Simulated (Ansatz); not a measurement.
# Cs$_{2}$BP$_{2}$, a known structure type with other elements, at an estimated volume

```
CELL_PARAMETERS angstrom
0.00000 0.00000 6.10218
6.95654 -3.67450 3.05109
6.95654 3.67450 -3.05109
ATOMIC_POSITIONS crystal
Cs 0.33640 0.01470 0.68750
Cs 0.66360 0.98530 0.31250
Cs 0.16360 0.68750 0.01470
Cs 0.83640 0.31250 0.98530
B 0.25000 0.50000 0.50000
B 0.75000 0.50000 0.50000
P 0.34800 0.73930 0.43530
P 0.65200 0.26070 0.56470
P 0.15200 0.43530 0.73930
P 0.84800 0.56470 0.26070
```

Method: PBE, no spin polarisation; PAW, plane waves to 420 eV, 6×6×6 Γ-centred mesh, gaussian occupations (width 0.0232 eV) (Ansatz 0.2.0), atoms fixed.

At the Fermi level: It is a metal, with about 8.4 states/eV a cell as the mean within 0.25 eV of the Fermi level, mostly P p (90 %).
Charges: Bader charges in e: Cs +0.70, B +0.15, P -0.78. In the mean Cs gives up most and P takes most.
Forces: The largest is on P7 (and as large on other atoms): 2.54 eV/Å, components (-1.89, 1.69, 0.00). It makes 43° with the line to a nearest neighbour, B5 at 2.25 Å, pointing towards it.
Stress: The pressure is -4.1 GPa (compression positive), so with the atoms held at these fractions the cell would first shrink; the forces are large, so a full relaxation may end otherwise. The principal stresses -4.7, -4.1, -3.7 GPa differ, so its shape would change too.

Origin: a known structure type with other elements, at an estimated volume, so it need not be a known compound. Caveats: many states at the Fermi level without spin polarisation, so a magnetic state may lie lower; atoms or cell far from equilibrium.

Run time, from a saved density: 110 s on 1 thread of Intel(R) Xeon(R) 6975P-C (Granite Rapids), on a shared host, peak memory 1.1 GiB. The time holds forces, stress, Bader, DOS, bands, ELF.
